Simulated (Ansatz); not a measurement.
Starting cell, NiSi$_{2}$ (fluorite type, space group Fm-3m):

```
NiSi2
1.0
    0.00000     2.69349     2.69349
    2.69349     0.00000     2.69349
    2.69349     2.69349     0.00000
Ni Si
1 2
Direct
  0.00000   0.00000   0.00000
  0.25000   0.25000   0.25000
  0.75000   0.75000   0.75000
```

In this cell atom 2 (Si, nearest neighbour Ni at 2.333 Å; its periodic images, 3.8 Å or more away, move with it) is moved by s towards the nearest neighbour, unit vector (-0.577, -0.577, -0.577); all other atoms and the cell stay fixed.

Level of theory: r2SCAN (plane waves to 500 eV, PAW, scalar-relativistic; Ansatz, a first-principles code). k mesh 12×12×12 (Γ-centred), Fermi-Dirac smearing 0.05 eV. E stands for the smeared free energy. Stress and pressure are positive under compression. With partly filled bands, energies and forces of such displacements shift with the k mesh and the smearing. F∥ is the force on the atom along that direction. On this mesh the relaxed cell isn't quite at rest: it carries a pressure of -0.3 GPa (compression positive) at the zero of the scan. NiSi2 is run without spin polarisation. NiSi2 was relaxed with its symmetry unable to fall. ΔE is measured from the undisplaced structure.

```
s (Å)   ΔE (eV/cell)  P (GPa)  F∥ (eV/Å)
------  ------------  -------  ---------
-0.230         0.192      2.3      1.512
-0.184         0.127      1.5      1.278
-0.138         0.074      0.8      1.018
-0.092         0.034      0.2      0.720
-0.046         0.009     -0.1      0.380
0.000          0.000     -0.3      0.000
0.046          0.009     -0.1     -0.415
0.092          0.039      0.3     -0.870
0.138          0.090      1.1     -1.379
0.184          0.167      2.1     -1.952
0.230          0.271      3.4     -2.609
```

Summary:

Energy at s = 0.230 Å: 271 meV/cell
Force along the line at s = -0.230 Å: 1.51 eV/Å
Symmetry of the curve: not even: the positive side lies higher at ±0.230 Å
Shape of the curve: a single well with its minimum at or next to zero displacement
Force constant k = d²E/ds² at s = 0 (finite differences): 8.63 eV/Å²
Harmonic estimate at the end of the scan: ½ks² = 228 meV/cell against the computed 271 meV/cell, so the well is stiffer than harmonic there

(A displaced cell: forces are minus the slopes of the energy, force constants its curvatures, and phonons follow from these.)
